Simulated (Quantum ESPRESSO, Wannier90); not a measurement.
# Tight-binding from DFT: ZnSnO3 (R3c)

Cell from Materials Project (mp-13334), symmetrised, no further relaxation. Not found in the COD (Crystallography Open Database) copy used; not checked further. Computed values, not measurements, from PBEsol: Quantum ESPRESSO (norm-conserving PseudoDojo potentials, cutoff 68 Ry, no spin polarisation, no spin-orbit coupling) on a Γ-centred 4×4×4 mesh, then Wannier90. Density: 8×8×8 mesh, Gaussian smearing 0.01 Ry. Spin-orbit coupling is left out although heavy elements are present.

On the energy scale of pw.x, whose zero is arbitrary, the valence-band maximum lies at 9.56 eV.

Input w.win:

```
num_bands = 34
num_wann = 34
exclude_bands = 1-18,53-90
num_iter = 1000
conv_tol = 1.0e-6
conv_window = 4
trial_step = 0.5
write_hr = true
write_u_matrices = true
begin projections
f=0.0400,0.2966,-0.4523:s
f=0.3704,0.2297,0.4194:s
f=-0.4375,-0.0362,-0.1683:s
f=0.2048,-0.2890,-0.4457:s
f=0.4121,0.2470,-0.4482:s
f=0.3687,-0.4106,0.2879:s
f=0.4796,-0.4011,-0.2518:s
f=-0.3308,0.0110,0.3202:s
f=-0.3149,0.2952,0.0926:s
f=0.1430,0.4289,-0.0739:s
f=-0.4823,-0.4681,0.0701:s
f=0.3740,0.1963,-0.0831:s
f=-0.4910,-0.0109,-0.0042:s
f=0.2258,0.4627,-0.3167:s
f=-0.2669,0.0163,0.0109:s
f=-0.3651,0.0369,-0.0515:s
f=-0.2912,0.2385,0.3479:s
f=-0.2672,-0.1948,0.1632:s
f=-0.3779,0.3777,-0.2992:s
f=0.0786,0.0527,0.1043:s
f=0.2761,-0.3039,-0.1914:s
f=-0.0207,0.2490,0.3705:s
f=0.0986,0.0764,-0.2209:s
f=-0.0121,-0.3515,0.1358:s
f=0.1999,0.4274,0.3675:s
f=0.4290,0.0851,0.3450:s
f=-0.1355,-0.1205,0.2123:s
f=-0.0763,0.1826,0.1244:s
f=0.3700,-0.2864,0.1614:s
f=-0.1790,-0.4028,0.1133:s
f=-0.2422,-0.3427,0.3591:s
f=0.0301,0.0149,0.0492:s
f=0.0081,-0.1039,0.2316:s
f=0.2811,-0.1158,0.4053:s
end projections
begin unit_cell_cart
ang
   -2.6754450708    4.6340067955    0.0000000000
   -5.3508901417    0.0000000000    0.0000000000
   -2.6754450708    1.5446689318    4.7414830000
end unit_cell_cart
begin atoms_frac
Zn   0.2840700000  0.2840700000  0.1477900000
Zn  -0.2159300000 -0.2159300000 -0.3522100000
Sn   0.0018400000  0.0018400000 -0.0055200000
Sn  -0.4981600000 -0.4981600000  0.4944800000
O   -0.1072300000 -0.3929000000  0.2873200000
O   -0.3929000000  0.2128100000  0.2873200000
O    0.2128100000 -0.1072300000  0.2873200000
O    0.1071000000  0.3927700000 -0.2126800000
O   -0.2871900000  0.1071000000 -0.2126800000
O    0.3927700000 -0.2871900000 -0.2126800000
end atoms_frac
mp_grid = 4 4 4
begin kpoints
0.0000000000 0.0000000000 0.0000000000
0.0000000000 0.0000000000 0.2500000000
0.0000000000 0.0000000000 0.5000000000
... (61 more lines: the 4x4x4 mesh through Gamma)
end kpoints
```

Input of pw2wannier90.x that gives the overlap and projection files (equivalent; here they were cut from one run over all bands):

```
&inputpp
  outdir = './out'
  prefix = 'pwscf'
  seedname = 'w'
  write_amn = .true.
  write_mmn = .true.
/
```

Output w.wout (banner and timings cut):

```
                                    ------
                                    SYSTEM
                                    ------

                              Lattice Vectors (Ang)
                    a_1    -2.675445   4.634007   0.000000
                    a_2    -5.350890   0.000000   0.000000
                    a_3    -2.675445   1.544669   4.741483

                   Unit Cell Volume:     117.57010  (Ang^3)

                        Reciprocal-Space Vectors (Ang^-1)
                    b_1     0.000000   1.355886  -0.441717
                    b_2    -1.174232  -0.677943  -0.441717
                    b_3     0.000000   0.000000   1.325152

 *----------------------------------------------------------------------------*
 |   Site       Fractional Coordinate          Cartesian Coordinate (Ang)     |
 +----------------------------------------------------------------------------+
 | zn   1   0.28407   0.28407   0.14779   |   -2.67545   1.54467   0.70074    |
 | zn   2  -0.21593  -0.21593  -0.35221   |    2.67545  -1.54467  -1.67000    |
 | sn   1   0.00184   0.00184  -0.00552   |   -0.00000   0.00000  -0.02617    |
 | sn   2  -0.49816  -0.49816   0.49448   |    2.67545  -1.54467   2.34457    |
 | o    1  -0.10723  -0.39290   0.28732   |    1.62054  -0.05309   1.36232    |
 | o    2  -0.39290   0.21281   0.28732   |   -0.85625  -1.37689   1.36232    |
 | o    3   0.21281  -0.10723   0.28732   |   -0.76429   1.42998   1.36232    |
 | o    4   0.10710   0.39277  -0.21268   |   -1.81920   0.16778  -1.00842    |
 | o    5  -0.28719   0.10710  -0.21268   |    0.76429  -1.65936  -1.00842    |
 | o    6   0.39277  -0.28719  -0.21268   |    1.05490   1.49158  -1.00842    |
 *----------------------------------------------------------------------------*
                                ------------
                                K-POINT GRID
                                ------------

             Grid size =  4 x  4 x  4      Total points =   64

 *---------------------------------- MAIN ------------------------------------*
 |  Number of Wannier Functions               :                34             |
 |  Number of Objective Wannier Functions     :                34             |
 |  Number of input Bloch states              :                34             |
 |  Output verbosity (1=low, 5=high)          :                 1             |
 |  Timing Level (1=low, 5=high)              :                 1             |
 |  Optimisation (0=memory, 3=speed)          :                 3             |
 |  Length Unit                               :               Ang             |
 |  Post-processing setup (write *.nnkp)      :                 F             |
 |  Using Gamma-only branch of algorithms     :                 F             |
 *----------------------------------------------------------------------------*
 *------------------------------- WANNIERISE ---------------------------------*
 |  Total number of iterations                :              1000             |
 |  Number of CG steps before reset           :                 5             |
 |  Trial step length for line search         :             0.500             |
 |  Convergence tolerence                     :         0.100E-05             |
 |  Convergence window                        :                 4             |
 |  Iterations between writing output         :                 1             |
 |  Iterations between backing up to disk     :               100             |
 |  Write r^2_nm to file                      :                 F             |
 |  Write xyz WF centres to file              :                 F             |
 |  Write on-site energies <0n|H|0n> to file  :                 F             |
 |  Use guiding centre to control phases      :                 F             |
 |  Use phases for initial projections        :                 F             |
 *----------------------------------------------------------------------------*
 *-------------------------------- PLOTTING ----------------------------------*
 |  Plotting Hamiltonian in WF basis          :                 T             |
 *----------------------------------------------------------------------------*

       ... (k-mesh section left out)

 Starting a new Wannier90 calculation ...

 Reading overlaps from w.mmn

 Reading projections from w.amn

 *------------------------------- WANNIERISE ---------------------------------*
 +--------------------------------------------------------------------+<-- CONV
 | Iter  Delta Spread     RMS Gradient      Spread (Ang^2)            |<-- CONV
 +--------------------------------------------------------------------+<-- CONV

 ------------------------------------------------------------------------------
 Initial State
  WF centre and spread    1  ( -1.252761, -0.450799, -1.815733 )     7.34162367
  WF centre and spread    2  ( -3.390406,  3.109203,  1.674188 )     7.50715663
  WF centre and spread    3  (  1.731974, -1.868553, -1.210016 )     2.76589997
  WF centre and spread    4  (  2.216296, -0.234166, -2.226068 )     4.43543931
  WF centre and spread    5  ( -1.093720,  1.516444, -1.882021 )     7.16022322
  WF centre and spread    6  (  0.371736,  2.193245,  1.521098 )     9.58271686
  WF centre and spread    7  (  1.206130,  1.750327, -1.224561 )     1.67215700
  WF centre and spread    8  ( -0.508211, -1.365982,  1.376147 )     3.90369590
  WF centre and spread    9  ( -0.893332, -1.454536,  0.937063 )     3.96225706
  WF centre and spread   10  ( -1.988986,  0.396946, -0.665549 )     3.97103013
  WF centre and spread   11  (  3.865090, -2.830980, -0.531148 )     4.38998946
  WF centre and spread   12  ( -2.057919,  1.379807, -0.509654 )     6.30338890
  WF centre and spread   13  (  0.992282, -2.660138,  0.605956 )     7.90747227
  WF centre and spread   14  ( -1.919009,  0.478686, -1.406241 )     3.13999858
  WF centre and spread   15  (  0.846342, -1.307462, -0.855036 )     5.39561966
  WF centre and spread   16  (  1.252674, -1.853646, -0.785360 )     5.39158464
  WF centre and spread   17  ( -1.182489, -1.169510,  1.583295 )     3.67091961
  WF centre and spread   18  (  1.835562,  0.064804,  1.332077 )     9.87816684
  WF centre and spread   19  (  0.375001, -1.938513, -1.311806 )     2.32483886
  WF centre and spread   20  ( -1.107284,  1.213332,  1.068609 )     7.67977688
  WF centre and spread   21  (  1.086257,  1.117471, -0.871708 )     1.76878556
  WF centre and spread   22  ( -2.680175,  0.799791,  1.555213 )     4.93086056
  WF centre and spread   23  (  0.194745,  0.594214, -1.025993 )     5.21112962
  WF centre and spread   24  (  1.688243,  0.256396,  0.901862 )     3.66811794
  WF centre and spread   25  ( -3.398952,  1.205691,  1.155088 )     7.31818291
  WF centre and spread   26  ( -2.619323,  2.171541,  1.185451 )     5.87950781
  WF centre and spread   27  (  1.306113, -0.052460,  0.976069 )     7.85808560
  WF centre and spread   28  ( -0.948916, -0.195807,  0.070451 )    10.91003548
  WF centre and spread   29  ( -0.411335,  1.760562,  1.221944 )     8.03234253
  WF centre and spread   30  (  2.042669, -0.408945,  0.728326 )     7.25798102
  WF centre and spread   31  (  1.681461, -0.294106,  1.708489 )     2.34166146
  WF centre and spread   32  ( -0.793878,  0.734281,  0.230733 )    11.39366723
  WF centre and spread   33  ( -0.596266,  1.007311,  1.391472 )     4.58806654
  WF centre and spread   34  ( -1.022961,  1.590413,  1.655906 )     2.99573713
  Sum of centres and spreads ( -5.173350,  5.254863,  6.558543 )   192.53811686

      0     0.193E+03     0.0000000000      192.5381168640  <-- CONV
        O_D=      3.7118564 O_OD=    166.2658221 O_TOT=    192.5381169 <-- SPRD
 ------------------------------------------------------------------------------
      1    -0.296E+02     6.4381913005      162.9104088893  <-- CONV
        O_D=      6.1725176 O_OD=    134.1774529 O_TOT=    162.9104089 <-- SPRD
      2    -0.108E+02     8.6382773014      152.0996776187  <-- CONV
        O_D=      4.1654860 O_OD=    125.3737533 O_TOT=    152.0996776 <-- SPRD
      3    -0.198E+02     8.0067457019      132.3324310087  <-- CONV
        O_D=      4.2965837 O_OD=    105.4754090 O_TOT=    132.3324310 <-- SPRD
      4    -0.125E+02     7.6050274159      119.8067799178  <-- CONV
        O_D=      3.5044043 O_OD=     93.7419373 O_TOT=    119.8067799 <-- SPRD
      5    -0.629E+01     7.9288269189      113.5197067790  <-- CONV
        O_D=      6.5213449 O_OD=     84.4379235 O_TOT=    113.5197068 <-- SPRD
       ... (lines left out)
    100    -0.506E-02     3.5455700832       32.9185894897  <-- CONV
        O_D=      0.0042848 O_OD=     10.3538664 O_TOT=     32.9185895 <-- SPRD
       ... (lines left out)
    200    -0.985E-03     1.8082124056       32.4410855102  <-- CONV
        O_D=      0.0032782 O_OD=      9.8773690 O_TOT=     32.4410855 <-- SPRD
       ... (lines left out)
    300    -0.863E-03     2.3776531032       32.3538291150  <-- CONV
        O_D=      0.0028693 O_OD=      9.7905214 O_TOT=     32.3538291 <-- SPRD
       ... (lines left out)
    400    -0.154E+00     0.7445561163       27.3622500437  <-- CONV
        O_D=      0.0254024 O_OD=      4.7764093 O_TOT=     27.3622500 <-- SPRD
       ... (lines left out)
    500    -0.374E-02     0.0786787450       25.7401413792  <-- CONV
        O_D=      0.0027072 O_OD=      3.1769958 O_TOT=     25.7401414 <-- SPRD
       ... (lines left out)
    600    -0.119E-02     0.0607341417       25.5104218304  <-- CONV
        O_D=      0.0016742 O_OD=      2.9483093 O_TOT=     25.5104218 <-- SPRD
       ... (lines left out)
    700    -0.258E-03     0.0194932786       25.4090339360  <-- CONV
        O_D=      0.0015006 O_OD=      2.8470950 O_TOT=     25.4090339 <-- SPRD
       ... (lines left out)
    800    -0.664E-05     0.0033805849       25.4031415625  <-- CONV
        O_D=      0.0014719 O_OD=      2.8412313 O_TOT=     25.4031416 <-- SPRD
       ... (lines left out)
    851    -0.765E-06     0.0011497330       25.4029849577  <-- CONV
        O_D=      0.0014698 O_OD=      2.8410767 O_TOT=     25.4029850 <-- SPRD
    852    -0.746E-06     0.0015156796       25.4029842120  <-- CONV
        O_D=      0.0014697 O_OD=      2.8410761 O_TOT=     25.4029842 <-- SPRD
    853    -0.869E-06     0.0011270495       25.4029833428  <-- CONV
        O_D=      0.0014698 O_OD=      2.8410752 O_TOT=     25.4029833 <-- SPRD
             <<<     Delta < 1.000E-06  over  4 iterations     >>>
             <<< Wannierisation convergence criteria satisfied >>>
 Final State
  WF centre and spread    1  ( -2.666242, -1.542848, -1.665829 )     0.38492068
  WF centre and spread    2  ( -3.401567,  2.931804,  1.272372 )     0.85081379
  WF centre and spread    3  (  2.672667, -1.543944, -1.669665 )     0.37801065
  WF centre and spread    4  (  2.673474, -1.534350, -1.665930 )     0.38447307
  WF centre and spread    5  ( -0.003968,  3.077697, -1.675274 )     0.38185392
  WF centre and spread    6  (  2.674956,  4.632777,  3.067825 )     0.37511607
  WF centre and spread    7  (  1.369190,  1.412928, -1.352976 )     0.93549258
  WF centre and spread    8  ( -0.713659, -1.250279,  1.608476 )     0.87071008
  WF centre and spread    9  ( -0.767431, -1.064769,  1.018270 )     0.93557011
  WF centre and spread   10  ( -1.961836,  0.294197, -0.762226 )     0.87066064
  WF centre and spread   11  (  3.514535, -2.865605, -1.096640 )     0.85029352
  WF centre and spread   12  ( -1.949375,  2.787903, -0.762233 )     0.87068205
  WF centre and spread   13  (  0.009193, -3.080853,  0.698584 )     0.38344798
  WF centre and spread   14  ( -1.908074,  0.480037, -1.352365 )     0.93556943
  WF centre and spread   15  (  0.536645, -1.215968, -0.840669 )     0.94193267
  WF centre and spread   16  (  1.111045, -1.609346, -1.098482 )     0.85081973
  WF centre and spread   17  ( -1.354061, -1.401460,  1.530072 )     0.94193120
  WF centre and spread   18  (  1.440178,  0.007700,  1.608617 )     0.87051853
  WF centre and spread   19  (  0.538341, -1.892431, -1.352393 )     0.93557385
  WF centre and spread   20  ( -0.539002,  1.197931,  1.017503 )     0.93557604
  WF centre and spread   21  (  1.236380,  1.549498, -0.761842 )     0.87137747
  WF centre and spread   22  ( -2.679522,  1.540908,  0.702049 )     0.37910695
  WF centre and spread   23  (  0.783716,  1.073090, -0.842326 )     0.94184302
  WF centre and spread   24  (  1.837397,  0.221808,  1.271669 )     0.85099097
  WF centre and spread   25  ( -2.677441,  1.543065,  0.701661 )     0.37790575
  WF centre and spread   26  ( -2.679168,  1.550690,  0.704608 )     0.38231180
  WF centre and spread   27  (  1.305245, -0.132297,  1.018699 )     0.93556972
  WF centre and spread   28  ( -1.321385,  0.143256, -0.840649 )     0.94193015
  WF centre and spread   29  ( -0.536944,  1.873532,  1.530046 )     0.94189844
  WF centre and spread   30  (  3.401673, -0.157516, -1.098528 )     0.85087394
  WF centre and spread   31  (  1.890533, -0.472024,  1.530201 )     0.94194183
  WF centre and spread   32  ( -2.674832,  1.535561,  0.696482 )     0.38173975
  WF centre and spread   33  ( -0.724637,  1.242697,  1.608114 )     0.87098461
  WF centre and spread   34  ( -1.111552,  1.479329,  1.273514 )     0.85054234
  Sum of centres and spreads ( -2.675527, 10.812721,  4.020735 )    25.40298334

         Spreads (Ang^2)       Omega I      =    22.560438363
        ================       Omega D      =     0.001469826
                               Omega OD     =     2.841075154
    Final Spread (Ang^2)       Omega Total  =    25.402983343
```
